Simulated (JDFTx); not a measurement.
Reference run:

* **surface**: W(110)
* **bulk**: W, Im-3m, lattice of mp-91 (not re-optimised)
* **slab**: 4 atoms in 4 planes, 1x1, 6.7 Å between the outermost planes
* **in-plane cell**: 3.170 × 2.746 Å, 7.11 Å²
* **cell height**: 22.7 Å
* **sampling**: 10×10×1 k mesh, Fermi smearing 0.01 Ha, no spin polarisation

Reference level: PBE, GBRV ultrasoft potentials, plane waves to 20/100 Ha, in a modified build of JDFTx. Unrelaxed; liquid: CANDLE, water, 1 M NaF. Potentials are on the SHE scale by the convention U = −μ/e − 4.44 V; references calibrated for a solvation model differ from this value.

Settings tried: 10/50 Ha; 12/60 Ha; 15/75 Ha; 20/100 Ha; 25/125 Ha; 30/150 Ha.

### Question
Which is the cheapest setting from which the work function and U_pzc both stay within 0.03 (eV, V) of the last one?

### Answer
12/60 Ha, at roughly 0.2 of the last row's time. Over the whole series the work function spans 0.06 eV and U_pzc 0.02 V.

```
plane-wave cutoffs  work function (eV)  U_pzc (V)  k states × plane waves  cycles, vacuum run  rough core time, vacuum run
------------------  ------------------  ---------  ----------------------  ------------------  ---------------------------
10/50 Ha                          4.97       0.13               31 × 1644                  20                         90 s
12/60 Ha                          4.93       0.11               31 × 2163                  20                        2 min
15/75 Ha                          4.92       0.10               31 × 3021                  19                        3 min
20/100 Ha                         4.92       0.10               31 × 4650                  20                       10 min
25/125 Ha                         4.92       0.10               31 × 6500                  21                        7 min
30/150 Ha                         4.92       0.10               31 × 8540                  21                        8 min
```

The times are rough (shared hosts); only ratios past two mean anything.
